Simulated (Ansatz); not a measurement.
# How LuBi (Fm-3m) stiffens under pressure

```yaml
crystal:
  lattice:
    - [0.00000, 3.06630, 3.06630]
    - [3.06630, 0.00000, 3.06630]
    - [3.06630, 3.06630, 0.00000]
  atoms:
    - { symbol: Lu, position: [0.50000, 0.50000, 0.50000] }
    - { symbol: Bi, position: [0.00000, 0.00000, 0.00000] }
```

This is the zero-pressure cell. At each pressure cell and atoms are relaxed in this structure, and the constants are slopes of the stress at strains of ±0.005 with relaxed ions (the coefficients that govern stability under load). Level: PBEsol, PAW on Ansatz 0.2.0's default frozen-core files (fitted under PBE), scalar-relativistic; k mesh 14×14×14, strains of ±0.005, Fermi-Dirac smearing of 0.080 eV, cutoff 420 eV. P is the pressure of the relaxed cell, less that of this one.

```tsv
P (GPa)	V/V₀	C11 (GPa)	C12 (GPa)	C44 (GPa)
0.00	1.0000	149.8	16.4	21.9
0.98	0.9845	160.5	17.1	21.6
2.00	?	?	?	?
4.04	0.9430	193.0	19.5	21.0
7.00	0.9100	223.4	21.7	20.4
9.98	0.8817	253.1	23.9	19.8
14.97	0.8423	301.3	27.5	18.7
```

Task: Does the bulk modulus from the constants agree with the pressure-volume curve?

Result: A third-order Birch-Murnaghan fit to the volumes shown (F against f, f = [(V₀/V)^(2/3) − 1]/2) gives B₀ = 60.8 GPa and B′ = 4.2. Its −V dP/dV stands beside (C11 + 2C12)/3:

| P (GPa) | from P(V) | from the constants |
| --- | --- | --- |
| 0.00 | 60.8 | 60.8 |
| 0.98 | 64.9 | 64.9 |
| 4.04 | 77.3 | 77.3 |
| 7.00 | 88.9 | 88.9 |
| 9.98 | 100.3 | 100.3 |
| 14.97 | 118.9 | 118.8 |

Task: What are the pressure derivatives at zero pressure?

Result: Slopes at V₀ of quadratic fits in −ln(V/V₀) through the first four rows shown, divided by B₀: dC11/dP = 11.0, dC12/dP = 0.8, dC44/dP = -0.3. The mean slopes up to 4.0 GPa are 10.7, 0.8, -0.2; curvature and scatter of the constants part the two. The combination (dC11/dP + 2 dC12/dP)/3 = 4.2 stands against B′.

Task: Fill the row at 2.00 GPa.

Result: Cubic fits in −ln(V/V₀) through all rows shown give C11 = 171.5, C12 = 17.9, C44 = 21.4 GPa. Computed: V/V₀ = 0.9696, C11 (GPa) = 171.5, C12 (GPa) = 17.9, C44 (GPa) = 21.4.

Task: Does a shear stiffness soften?

Result: C44 goes from 21.9 to 18.7 GPa; (C11 − C12)/2 goes from 66.7 to 136.9 GPa. C44 softens under pressure, though the lattice stays mechanically stable over this range.

Known limits: the structure is a database entry and needn't be the stable phase; no other phase was computed; many crystals of this kind change structure within this range, and rows or crossings beyond such a change describe a metastable lattice; frozen-core PAW files fitted under PBE, their cores solved anew for the functional of the run; responses of metals move with mesh and smearing; no spin-orbit coupling on heavy atoms; phonons weren't checked at these pressures.
